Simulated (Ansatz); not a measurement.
**What DFT gives for AgBiI2**

```
I Bi Ag
1.0
    -4.17058    4.17058    3.83053
     4.17058   -4.17058    3.83053
     4.17058    4.17058   -3.83053
I Bi Ag
4 2 2
Direct
  0.68200 0.18200 0.86400
  0.18200 0.31800 0.50000
  0.31800 0.81800 0.13600
  0.81800 0.68200 0.50000
  0.25000 0.25000 0.00000
  0.75000 0.75000 0.00000
  0.25000 0.75000 0.50000
  0.75000 0.25000 0.50000
```

Level: PBE, no spin polarisation; 420 eV; 6×6×6 Γ-centred mesh; fermi-dirac occupations (width 0.1 eV); Ansatz 0.2.0, fixed geometry.

Q: What does the stress say?

A: The pressure is -0.5 GPa (compression positive), so with the atoms held at these fractions the cell is close to zero pressure. The principal stresses -2.2, 0.4, 0.4 GPa differ, so its shape would change too.

Q: Give the Bader charges.

A: Bader charges in e: Ag +0.28, Bi +0.45, I -0.36. In the mean Bi gives up most and I takes most.

Q: Which atom feels the largest force, and which way?

A: The largest is on I2 (and as large on other atoms): 0.15 eV/Å, components (-0.11, 0.11, 0.00). It makes 138° with the line to a nearest neighbour, Ag7 at 2.88 Å, pointing away from it.

Q: Metal or insulator?

A: It is a metal, with about 4.9 states/eV a cell as the mean within 0.25 eV of the Fermi level, mostly Bi p (74 %) and I p (19 %).

Origin: a known structure type with other elements, at an estimated volume, so it need not be a known compound.
